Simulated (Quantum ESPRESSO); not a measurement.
```
AlAs
1.0
    0.00000     2.83745     2.83745
    2.83745     0.00000     2.83745
    2.83745     2.83745     0.00000
Al As
1 1
Cartesian
  0.00000   0.00000   0.00000
  1.41873   1.41873   1.41873
```

Cell and atoms were relaxed with PBEsol from Materials Project entry mp-2172, within its symmetry.

Q: What does PBEsol (pw.x of Quantum ESPRESSO, ONCV potentials, no spin-orbit coupling) give for the electronic structure near the Fermi level?

A: The PBEsol gap is indirect, 1.34 eV, from Γ to X; the smallest direct gap is 1.89 eV. Spin-orbit splittings are left out.
